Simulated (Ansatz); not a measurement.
# Notes on TaAg$_{3}$Sn

```
Sn Ag Ta
1.0
     5.25528    0.00000    0.00000
     0.00000    5.25528    0.00000
     0.00000    0.00000    5.25528
Sn Ag Ta
1 3 1
Cartesian
  2.6276 2.6276 2.6276
  0.0000 2.6276 2.6276
  2.6276 0.0000 2.6276
  2.6276 2.6276 0.0000
  0.0000 0.0000 0.0000
```

Single point in Ansatz 0.2.0 with PBE, no spin polarisation. Cutoff 420 eV, PAW datasets, 7×7×7 Γ-centred k mesh, gaussian filling (width 0.2371 eV).

Question: What happens at the Fermi level?

Answer: It is a metal, with about 8.3 states/eV a cell as the mean within 0.25 eV of the Fermi level, mostly Ta d (80 %).

Question: Give the Bader charges.

Answer: Bader charges in e: Ta +0.48, Ag -0.28, Sn +0.36. In the mean Ta gives up most and Ag takes most.

Question: Is it stable against the elements?

Answer: 1.56 eV an atom against the elements' usual phases (free molecules for gases, crystals otherwise, with no correction for O₂ or N₂), so at this geometry it isn't bound against them. Relaxing would lower it.

Question: What does the stress say?

Answer: The pressure is -5.8 GPa (compression positive), so with the atoms held at these fractions the cell would first shrink.

Question: What do density and ELF say about some of the short contacts?

Answer: Sn–Ag at 2.63 Å: least valence density 0.37 e/Å³ and ELF 0.30 there. Ta–Ag at 3.72 Å: least valence density 0.08 e/Å³ and ELF 0.25 there. These are pseudo-fields; inside the PAW spheres they differ from the all-electron ones.

Origin: a known structure type with other elements, at an estimated volume, so it need not be a known compound. Caveats: many states at the Fermi level without spin polarisation, so a magnetic state may lie lower; wide smearing.
